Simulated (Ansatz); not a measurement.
Ta:
```cif
data_Ta2
_chemical_formula_sum 'Ta2'
_space_group_name_H-M_alt 'Im-3m'
_space_group_IT_number 229
_space_group_name_Hall '-I 4 2 3'
_cell_length_a 3.31897
_cell_length_b 3.31897
_cell_length_c 3.31897
_cell_angle_alpha 90.000
_cell_angle_beta 90.000
_cell_angle_gamma 90.000
loop_
_atom_site_label
_atom_site_type_symbol
_atom_site_symmetry_multiplicity
_atom_site_Wyckoff_symbol
_atom_site_fract_x
_atom_site_fract_y
_atom_site_fract_z
_atom_site_occupancy
Ta1 Ta 2 a 0.00000 0.00000 0.00000 1
```
(The calculation used a cell of 1 atom; values per cell refer to that cell.)

Relaxed with PBE.

Task: Which orbitals make up the states near the Fermi level in the program Ansatz at the PBE level (PAW)?

Result: Within 0.5 eV of the Fermi level: Ta 5d 85 %, Ta 6s 8 %, outside the projected shells 6 %. Projections are on Löwdin-orthogonalised atomic valence shells; empty p or d shells of many metals are not among them.

Task: Tabulate the density of states.

Result: States/eV per cell of 1 atom, in 0.25 eV bins, energy from the Fermi level.

```
E (eV)  total  Ta 5d  Ta 6s  Ta 5p
------  -----  -----  -----  -----
-7.85    0.00   0.00   0.00   0.00
-7.60    0.03   0.00   0.03   0.00
-7.35    0.04   0.00   0.04   0.00
-7.10    0.06   0.00   0.05   0.00
-6.85    0.07   0.00   0.06   0.00
-6.60    0.08   0.00   0.07   0.00
-6.35    0.09   0.00   0.08   0.00
-6.10    0.11   0.01   0.09   0.00
-5.85    0.12   0.01   0.10   0.00
-5.60    0.14   0.01   0.12   0.00
-5.35    0.16   0.02   0.13   0.01
-5.10    0.19   0.03   0.14   0.01
-4.85    0.22   0.05   0.16   0.01
-4.60    0.27   0.09   0.18   0.01
-4.35    0.45   0.22   0.21   0.01
-4.10    0.64   0.38   0.23   0.01
-3.85    0.64   0.40   0.21   0.01
-3.60    0.71   0.49   0.19   0.01
-3.35    0.80   0.61   0.17   0.01
-3.10    0.91   0.74   0.15   0.01
-2.85    1.18   1.01   0.14   0.02
-2.60    0.89   0.78   0.09   0.01
-2.35    0.56   0.51   0.04   0.01
-2.10    0.39   0.37   0.02   0.01
-1.85    0.35   0.33   0.01   0.01
-1.60    0.92   0.89   0.01   0.01
-1.35    2.34   2.26   0.01   0.03
-1.10    1.52   1.45   0.03   0.02
-0.85    1.39   1.29   0.05   0.02
-0.60    1.41   1.26   0.07   0.02
-0.35    1.87   1.60   0.16   0.03
-0.10    1.60   1.35   0.14   0.02
0.15     1.12   0.96   0.08   0.01
0.40     0.90   0.77   0.05   0.01
0.65     0.62   0.51   0.04   0.00
0.90     0.33   0.24   0.02   0.00
1.15     0.31   0.24   0.01   0.00
1.40     0.29   0.25   0.01   0.00
1.65     0.32   0.31   0.01   0.00
1.90     0.54   0.50   0.02   0.00
2.15     0.67   0.63   0.02   0.00
2.40     0.73   0.69   0.02   0.00
2.65     0.78   0.74   0.02   0.00
2.90     0.85   0.81   0.02   0.00
3.15     1.00   0.96   0.02   0.00
3.40     1.10   1.05   0.02   0.00
3.65     1.09   1.05   0.02   0.00
3.90     1.22   1.17   0.02   0.00
4.15     1.11   1.08   0.01   0.00
4.40     1.15   1.11   0.02   0.00
4.65     2.08   1.95   0.10   0.00
```

Symmetry was held in the PBE relaxation. No spin polarisation was allowed. Spin–orbit coupling is left out wherever it is not named.

Potentials: the later of the program's two PAW sets.
